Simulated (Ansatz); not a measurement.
One crystal and one scan (scan of one atom of the cell) at two levels, PBE (plane waves to 420 eV, PAW, scalar-relativistic; Ansatz, a program for electronic structure) and r2SCAN (plane waves to 500 eV, PAW, scalar-relativistic; Ansatz), each from its own relaxed cell and on its own mesh.

The crystal is MgO (rock salt); one O atom of a 4-atom cell moves by s along Cartesian z, with its periodic images.

Energies are smeared free energies. MgO was relaxed with its symmetry unable to fall. (PBE) Left out: 2 of 11 points, with atoms too close for the PAW data. (r2SCAN) Left out: 2 of 11 points, with atoms too close for the PAW data.

| quantity | run 1 | run 2 |
|---|---|---|
| Lattice constant a (Å) | 4.204 | 4.254 |
| Band gap of the relaxed cell, no spin-orbit coupling (eV) | 5.68 | 4.46 |
| Force constant k = d²E/ds² at s = 0 (finite differences) (eV/Å²) | 8.73 | 7.51 |

Task: Which run is which level?

Result: Run 2 is PBE, run 1 is r2SCAN. PBE gives the higher value for: lattice constant a. PBE gives the lower value for: band gap of the relaxed cell, no spin-orbit coupling; force constant k = d²E/ds² at s = 0. Both give the same shape of the curve: a single well with its minimum at or next to zero displacement. Neither level is exact: the differences show how much the result hangs on the functional.

(For displaced atoms, the force is minus the slope of the energy, and its curvature is a force constant, which sets phonon frequencies.)
